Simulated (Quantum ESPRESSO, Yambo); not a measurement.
**Levels of theory for the gap of KPF6**

KPF₆ (space group R-3, No. 148): one geometry, one set of norm-conserving PBEsol (Quantum ESPRESSO, 84 Ry, without SOC) orbitals, self-energies from Yambo (2×2×2 Γ-centred k mesh, 157 bands and a 7 Ry block in the screening, 157 bands in G with the Bruneval-Gonze terminator, plasmon pole fitted at 27.2 eV).

The geometry is that of Materials Project entry mp-4608, symmetrised and not relaxed again.

```json
[
 {"level": "PBEsol (Quantum ESPRESSO)", "gap Γ → Γ (eV)": "7.50", "rough Yambo cost": "–"},
 {"level": "exchange only (Hartree-Fock self-energy on PBEsol orbitals)", "gap Γ → Γ (eV)": "20.64", "rough Yambo cost": "about 1/9 (8 states)"},
 {"level": "static COHSEX@PBEsol", "gap Γ → Γ (eV)": "13.35", "rough Yambo cost": "within a factor of two (2 states)"},
 {"level": "G0W0@PBEsol, plasmon pole", "gap Γ → Γ (eV)": "12.27", "rough Yambo cost": "1 (8 states)"},
 {"level": "G0W0@PBEsol, multipole fit to 8 frequencies, no terminator", "gap Γ → Γ (eV)": "12.11", "rough Yambo cost": "within a factor of two (2 states)"},
 {"level": "G0W0@PBEsol, plasmon pole, no terminator", "gap Γ → Γ (eV)": "12.21", "rough Yambo cost": "about 1/8 (2 states, screening reused)"}
]
```

Bare exchange has no screening and gives the widest gap; static COHSEX screens it but leaves out the frequency dependence, which G0W0 restores.

Costs are rough ratios of core time on shared machines.

Nearest settings tried, and what they do to the gap: 105 bands in W, 105 bands in G: +112 meV; 6 Ry block (195 vectors against 225): +26 meV. Not varied: mesh. So the settings aren't converged at that level. The k mesh is coarse.

The structure is a Materials Project entry; no match was found in the copy of COD used, and its stability was not checked.
